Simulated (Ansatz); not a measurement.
An elastic tensor (GPa, Voigt order, standard axes) from DFT-r²SCAN in the program Ansatz with PAW potentials:

```
 572  34.0   101   0.0   0.0   0.0
34.0   572   101   0.0   0.0   0.0
 101   101   287   0.0   0.0   0.0
 0.0   0.0   0.0   140   0.0   0.0
 0.0   0.0   0.0   0.0   140   0.0
 0.0   0.0   0.0   0.0   0.0  21.9
```

Question: Which of these materials gives this?
A) GaAs, P4/mmm (Ga on 1b, As on 1a)
B) GaN, I4mm (Ga on 2a, N on 2a)
C) SiO2, P4_12_12 (Si on 4a, O on 8b)
D) TiAl, L1₀ or tetragonal B2

Answer: B, GaN, I4mm (Ga on 2a, N on 2a)

The workflow started from a Materials Project entry (that database holds measured and hypothetical structures alike); the Crystallography Open Database copy checked does not list it. It is not the phase usual at ambient conditions (space group No. 186, 216). The cell was relaxed with r²SCAN under the symmetry of its start; of distortions, only those at the zone centre were tested.

Potentials: the earlier of the program's two PAW sets.
